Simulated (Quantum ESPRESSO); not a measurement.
One change at a time to Al3HfRh2W2

These are calculations, not measurements. They come from Quantum ESPRESSO 7.5, a public plane-wave density functional program. Each row is one single-point run on a made-up periodic cell of eight metal atoms, with elements, volume, strain and displacements drawn at random and not relaxed, so a cell may be unstable or far from any real phase. There is no spin polarisation or spin-orbit coupling.

Settings: PBE unless stated; PseudoDojo standard norm-conserving files; Fermi-Dirac width 0.25 eV, which means electrons at about 2900 K; cutoff 1197 eV; 8 x 4 x 3 k mesh shifted half a step off Gamma. E is the free energy of the whole cell (internal energy minus TS), so a -TS column is already part of it. Stress is positive in tension, and the pressure P is minus a third of its trace.

Checks: one run of this series was repeated at a higher cutoff and on a denser mesh, which moved values by no more than 0.004 eV, 0.03 GPa and 0.005 eV/Å, and a second program with other atomic files agreed on it to 2 % rms in force and 0.5 GPa in pressure. Known limits: heavy elements are run without spin-orbit coupling, which real alloys of them have; a spin test at this wide smearing found no moment, but such smearing suppresses magnetism that the real alloy may have.

The lattice is face-centred cubic, and the cell vectors in Å are (0.000, -2.035, -2.035); (-6.106, -2.035, 0.000); (-2.035, 4.070, -6.106), a volume of 134.88 Å³ in run 1. The elements on sites 1 to 8 are Hf Al Al Rh W Al W Rh. Each later run makes one change to run 1 and keeps the rest. E is counted from run 1, and is n/a where other atomic files have another zero of energy.

```
run,change,V (Å³),P (GPa),-TS (eV),rms force (eV/Å),largest change of a force component (eV/Å),E (eV)
1,none,134.88,-9.00,-1.272,0.512,0.000,0.000
2,sites 6 and 8 exchanged,134.88,-7.94,-1.326,0.619,1.167,0.489
3,all lengths scaled by +0.77 %,138.02,-11.93,-1.306,0.488,0.075,0.205
4,LDA in place of PBE,134.88,-18.35,-1.283,0.495,0.213,n/a
5,Au on site 7,134.88,-7.19,-1.084,0.492,0.923,n/a
6,site 3 moved by -0.16 Å along y,134.88,-8.55,-1.275,0.631,0.749,?
```

## Worked estimate

Along the move dE = -F dx. The force on site 3 along y is 0.847 eV/Å in run 1 and 1.596 eV/Å in run 6, and the move is -0.16 Å, so the mean force times the move gives an estimate.

## Withheld value

Question: what E should run 6 give?

The estimate is 0.195 eV. The calculation gave 0.195 eV.
